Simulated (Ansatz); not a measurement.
**Stress against strain in La**

```xyz
2
Lattice="3.7500 0.0000 0.0000 -1.8750 3.2476 0.0000 0.0000 0.0000 6.0700" Properties=species:S:1:pos:R:3 pbc="T T T"
La    0.0000    2.1651    1.5175
La    1.8750    1.0825    4.5525
```

Atoms are numbered in the order listed.

The cell comes from COD entry 9008503, which wasn't checked; take it as a given geometry. It differs from other determinations.

Spin–orbit coupling is left out, though it moves levels of the heavy atoms by tenths of an eV or more.

The calculation used DFT, LDA, all-electron LAPW, scalar-relativistic in Ansatz 0.2.0.

Numerical set-up: a Γ-centred 11×11×6 k mesh, Fermi–Dirac smearing of 0.05 eV, basis error target 0.25 meV/atom, no spin polarisation.

The strain is applied along the Cartesian axes of the cell as listed (the other components stay zero). Fractional coordinates are held (clamped ions).

σ is the change of stress from the unstrained cell, which is at -3.00 GPa; tension is positive, so slopes are stress–strain coefficients at that pressure. In a metal the k mesh adds noise.

Only quantities that a quadratic follows smoothly over the whole series are listed; rougher ones are left out.

| εxx = εyy | σzz (GPa) | σxx (GPa) |
| --- | --- | --- |
| -0.0200 | -0.68 | -0.90 |
| -0.0100 | -0.33 | -0.44 |
| 0.0000 | 0.00 | 0.00 |
| 0.0200 | 0.52 | 0.87 |

Q: Fit the series and read off the stiffness at zero strain.

A: Least-squares fits y = p0 + p1 x + p2 x² to the rows give σzz (GPa): p1 = 30.1, p2 = -190; σxx (GPa): p1 = 44.2, p2 = -43. So C13 + C23 = 30 GPa and C11 + C12 = 44 GPa, for these axes.

Q: One run, at εxx = εyy = 0.0100, is withheld. Predict its row.

A: The fits give 0.28, 0.44; the run gave 0.28, 0.44.
